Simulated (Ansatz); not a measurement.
NaFeN (P6_3mc) from a database of computed structures at its r2SCAN geometry, run in the plane-wave code Ansatz at 3 levels of theory. No spin polarisation and no zero-point or thermal motion.

The LDA input:
```yaml
crystal:
  lattice:
    - [2.9738495534, 0.0, 0.0]
    - [-1.4869247767, 2.5754292603, 0.0]
    - [0.0, 0.0, 9.732721072]
  atoms:
    - { symbol: Na, position: [0.6666666667, 0.3333333333, 0.7608134567] }
    - { symbol: Na, position: [0.3333333333, 0.6666666667, 0.2608134567] }
    - { symbol: Fe, position: [0.0, 0.0, 0.5182365476] }
    - { symbol: Fe, position: [0.0, 0.0, 0.0182365476] }
    - { symbol: "N", position: [0.3333333333, 0.6666666667, 0.5655899957] }
    - { symbol: "N", position: [0.6666666667, 0.3333333333, 0.0655899957] }
kpoints:
  mp_grid: { grid: [12, 12, 4] }
  band_path:
    path:
      - [0.0, 0.0, 0.0]
      - [0.5, 0.0, 0.0]
      - [0.3333333333, 0.3333333333, 0.0]
      - [0.0, 0.0, 0.5]
      - [0.5, 0.0, 0.5]
      - [0.3333333333, 0.3333333333, 0.5]
      - [0.171875, 0.174479, 0.0]
    npoints: 1
hamiltonian:
  xc: lda
scf:
  occupations: { method: fixed }
  n_extra_bands: 5
output:
  forces: true
  stress: true
  eigenvalues: true
```

Main results, then, where recorded, the levels near the gap in eV from the Fermi energy (columns number the bands from 0), one row a point of the path (Γ, M, K, A, L, H, K–Γ (0.48)):
```
Crystal: 6 atoms, lattice volume = 74.542 Å³
Symmetry: 12 space group operations
Space group: P63mc (ITA 186)
```
```
Basis set: ecut = 420 eV, 1401 PW (Γ)
Bands: 35, of which v1, the nominal top of the filled ones, is band 30 counted from 1 (29 counted from 0)
k-points: 57 of 576 (time reversal used)
Free energy (F): -12522.319670 eV
Fermi energy:    9.649269 eV
--- Forces (eV/Å), atoms counted from 1 ---
  atom   1  Na      0.00000      0.00000    -0.02751
  atom   2  Na      0.00000      0.00000    -0.02751
  atom   3  Fe      0.00000      0.00000      0.39524
  atom   4  Fe      0.00000      0.00000      0.39524
  atom   5  N       0.00000      0.00000    -0.36774
  atom   6  N       0.00000      0.00000    -0.36774
--- Stress (GPa, compression-positive) ---
       -6.744238       0.000000       0.000000
        0.000000      -6.744238       0.000000
        0.000000       0.000000      -3.533650
  P = ⅓ Tr σ = -5.6740 GPa (-56.740 kbar)
```
```tsv
band_27	band_28	band_29	band_30	band_31	band_32
-0.635	-0.631	-0.631	1.790	2.473	4.131
-0.831	-0.583	-0.582	0.842	0.957	1.470
-0.735	-0.325	-0.325	0.288	0.288	1.363
-0.633	-0.633	-0.633	2.037	2.037	4.139
-0.911	-0.583	-0.583	0.896	0.896	1.471
-0.886	-0.326	-0.326	0.288	0.288	1.364
-0.845	-0.407	0.003	1.318	1.399	2.202
```

With LDA the valence top lies at K–Γ (0.48 of the way from K) and the conduction bottom at H, 0.29 eV higher; the smallest vertical gap, at K, is 0.61 eV.

Task: Another run on the same cell gave
```
Basis set: ecut = 420 eV, 1401 PW (Γ)
Bands: 35, of which v1, the nominal top of the filled ones, is band 30 counted from 1 (29 counted from 0)
k-points: 14 of 72
hybrid outer 1: dexx = +2.932e-1 eV, tail = 8.33e-4 eV
hybrid outer 2: dexx = +2.726e-5 eV, tail = 7.04e-7 eV, Δε = 7.54e-3 eV, ΔF = 1.72e-2 eV/Å
hybrid outer 3: dexx = +2.625e-7 eV, tail = 3.30e-9 eV, Δε = 5.30e-4 eV, ΔF = 3.76e-4 eV/Å
Free energy (F): -12696.460587 eV
Fermi energy:    9.401812 eV
--- Forces (eV/Å), atoms counted from 1 ---
  atom   1  Na      0.00000      0.00000      0.03530
  atom   2  Na      0.00000      0.00000      0.03530
  atom   3  Fe      0.00000      0.00000      0.35664
  atom   4  Fe      0.00000      0.00000      0.35664
  atom   5  N       0.00000      0.00000    -0.39189
  atom   6  N       0.00000      0.00000    -0.39189
--- Stress (GPa, compression-positive) ---
       -2.775222       0.000000       0.000000
        0.000000      -2.775222       0.000000
        0.000000       0.000000      -0.891448
  P = ⅓ Tr σ = -2.1473 GPa (-21.473 kbar)
```
```tsv
band_27	band_28	band_29	band_30	band_31	band_32
-1.208	-1.203	-1.203	2.493	3.459	5.495
-1.250	-0.507	-0.314	1.206	1.288	2.925
-1.077	-0.611	-0.611	1.319	1.319	2.121
-1.205	-1.205	-1.205	2.855	2.855	5.882
-1.251	-0.399	-0.399	1.234	1.234	2.928
-1.240	-0.611	-0.611	1.318	1.318	2.122
-1.406	-0.537	0.037	2.387	2.546	3.288
```
Which level of theory gave it?

Result: It is HSE06, judged by the exchange loop and the size of the gap (a near hybrid could fit too), on 6×6×2; the blocks that differ from the first input, but for the band path:
```yaml
kpoints:
  mp_grid: { grid: [6, 6, 2] }
hamiltonian:
  xc: hse06
```
The HSE06 gap is indirect, 1.17 eV (K–Γ (0.48 of the way from K) to M), below the direct gap of 1.52 eV at M. With the atoms held, the mean pressure is -2.1 GPa (compression positive). The stress of a hybrid is loosely converged here.

Task: Another run on the same cell gave
```
Basis set: ecut = 420 eV, 1401 PW (Γ)
Bands: 35, of which v1, the nominal top of the filled ones, is band 30 counted from 1 (29 counted from 0)
k-points: 14 of 72
hybrid outer 1: dexx = +1.563e-3 eV, tail = 9.07e-7 eV
hybrid outer 2: dexx = +5.557e-8 eV, tail = 6.62e-9 eV, Δε = 2.56e-4 eV, ΔF = 3.33e-4 eV/Å
Free energy (F): -12701.349307 eV
Fermi energy:    9.868208 eV
--- Forces (eV/Å), atoms counted from 1 ---
  atom   1  Na      0.00000      0.00000      0.09169
  atom   2  Na      0.00000      0.00000      0.09169
  atom   3  Fe      0.00000      0.00000    -0.01163
  atom   4  Fe      0.00000      0.00000    -0.01163
  atom   5  N       0.00000      0.00000    -0.08006
  atom   6  N       0.00000      0.00000    -0.08006
--- Stress (GPa, compression-positive) ---
        2.630314       0.000000       0.000000
        0.000000       2.630314       0.000000
        0.000000       0.000000       2.059906
  P = ⅓ Tr σ = 2.4402 GPa (24.402 kbar)
```
```tsv
band_27	band_28	band_29	band_30	band_31	band_32
-0.734	-0.730	-0.730	2.035	2.761	4.539
-0.877	-0.693	-0.692	1.018	1.125	1.834
-0.796	-0.393	-0.393	0.614	0.614	1.556
-0.732	-0.732	-0.732	2.298	2.298	4.548
-0.906	-0.693	-0.693	1.066	1.066	1.835
-0.951	-0.394	-0.394	0.613	0.613	1.556
-0.937	-0.429	0.012	1.607	1.694	2.539
```
Which level of theory gave it?

Result: It is DDH-PBE0, judged by the exchange loop and the size of the gap (a near hybrid could fit too), on 6×6×2; the blocks that differ from the first input, but for the band path:
```yaml
crystal:
  # lattice and atoms as above
  host: atoms
kpoints:
  mp_grid: { grid: [6, 6, 2] }
hamiltonian:
  xc:
    exchange: pbe
    correlation: pbe
    exx: { coeff: inverse_dielectric }
```
DDH-PBE0 gives an indirect gap of 0.60 eV, from K–Γ (0.48 of the way from K) to H; the least direct gap is 1.01 eV at H. With the atoms held, the mean pressure is +2.4 GPa (compression positive). The stress of a hybrid is loosely converged here.

The hybrids run on coarser meshes, which limits their stresses and small splittings of levels.

Totals of different functionals can't be compared.
